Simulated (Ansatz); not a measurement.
Trial structures of Cu₄O: starts and ends

The calculation used DFT PBE, scalar-relativistic, plane waves, PAW (Ansatz). Settings: cutoff 420 eV, Γ-centred meshes spaced at most about 0.3 Å⁻¹, and about 0.25 Å⁻¹ or finer for metals (2π included), Gaussian smearing. No spin polarisation in the final relaxations.

Each guess was relaxed in cell and atoms at zero pressure, within the symmetry of its start. All energies are static (0 K, no zero-point motion). Coordination counts Cu atoms around O (those within 1.25 times the shortest such distance or 1.15 times the sum of covalent radii; a plus sign parts nearer from farther groups).

```csv
guess,made from,start group,V start (Å³/atom),end group,V end (Å³/atom),coordination at the end,gap on mesh (eV),E over the lowest end (meV/atom)
1,H4C type,I-43m,16.0,I-43m,13.0,O 4+4,0,183
2,CrGa4 type,Im-3m,12.3,?,?,?,?,?
3,Ni4N type,Pm-3m,12.2,Pm-3m,12.4,O 6,0,0
4,random cell,P6/mmm,27.3,P6/mmm,15.3,O 2,0,312
```

Guess 2 as it starts:

```
Cu O
1.0
    -2.48606    2.48606    2.48606
     2.48606   -2.48606    2.48606
     2.48606    2.48606   -2.48606
Cu O
4 1
Direct
  0.00000 0.00000 0.50000
  0.00000 0.50000 0.00000
  0.50000 0.00000 0.00000
  0.50000 0.50000 0.50000
  0.00000 0.00000 0.00000
```

Question: Predict the end of this guess and its energy over the lowest end.

Answer: It ends in space group Im-3m (No. 229), with a = 5.049 Å, 12.9 Å³/atom and no gap. It lies 183 meV/atom over the lowest end, within the noise of guess 1 and below guess 4. Counting Cu atoms around O, this end has O 8 and the lowest (guess 3) has O 6.

```cif
data_structure
_symmetry_space_group_name_H-M 'Im-3m'
_symmetry_Int_Tables_number 229
_cell_length_a 5.0489
_cell_length_b 5.0489
_cell_length_c 5.0489
_cell_angle_alpha 90.000
_cell_angle_beta 90.000
_cell_angle_gamma 90.000
_cell_volume 128.70
loop_
_atom_site_label
_atom_site_type_symbol
_atom_site_symmetry_multiplicity
_atom_site_Wyckoff_symbol
_atom_site_fract_x
_atom_site_fract_y
_atom_site_fract_z
_atom_site_occupancy
Cu1 Cu 8 c 0.25000 0.25000 0.75000 1
O1 O 2 a 0.00000 0.00000 0.00000 1
```

Formation energies are uncorrected and refer to the elements' standard structures at the same level (O₂ as a molecule).

Question: Is the lowest end bound against the elements?

Answer: No: its formation energy is +0.10 eV/atom. A positive value: parting into the elements would lower its energy.

For metals, differences of a few meV/atom aren't resolved. No Hubbard U is applied to the 3d shell of Cu. Cells relaxed within their symmetry can be saddle points. A lower structure may well exist outside this small set. Some structure types and database cells were kept out of the candidates from the start, so a known form may be missing.
